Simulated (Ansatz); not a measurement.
Pb, DFT, PBEsol, all-electron LAPW, scalar-relativistic (Ansatz 0.2.0), run on 1 thread of Intel(R) Xeon(R) Platinum 8488C (Sapphire Rapids) on a shared host.

The cell is COD entry 1537623, as deposited and not checked against the literature; nothing was relaxed. The listed cell was then made from it by scaling, straining or moving an atom.

Command: `ansatz run input.yaml --threads 1 --pin off --max-ram 3072MiB --backend cpu --events-out ev --progress --plain --runs-dir out`

```yaml
crystal:
  lattice:
    - [3.4800006906, -0.0174000034, -0.0174000034]
    - [-1.7550691903, 3.0224690049, -0.0063688433]
    - [-0.02795, -0.02795, 5.59]
  atoms:
    - { symbol: Pb, position: [0.3333333333, 0.6666666667, 0.25] }
    - { symbol: Pb, position: [0.6666666667, 0.3333333333, 0.75] }
kpoints:
  mp_grid: { grid: [14, 14, 8] }
  band_path:
    path:
      - [0.0, 0.0, 0.0]
      - [0.0, 0.0, 0.5]
      - [-0.5, 0.5, 0.0]
      - [0.0, 0.0, 0.0]
      - [0.0, -0.5, 0.0]
      - [-0.5, 0.0, 0.5]
      - [0.0, 0.0, 0.0]
      - [-0.5, 0.0, 0.0]
      - [0.0, -0.5, 0.5]
    npoints: 5
scf:
  occupations: { method: fermi_dirac, width: 0.08 }
hamiltonian:
  xc: pbesol
  pseudopotentials: { kind: all_electron, lapw: { basis_error: 0.0005 } }
output:
  forces: true
  stress: true
  eigenvalues: true
```

**Question.** How large is the problem that the program sets up?

**Answer.** 788 irreducible k-points, 313 plane waves at Γ, 44 bands.

**Question.** About how long does it take, and how much memory does it use?

**Answer.** 3.8 min of wall time for 6 SCF iterations, with a peak of 2.3 GiB. Times on shared machines scatter by tens of per cent.
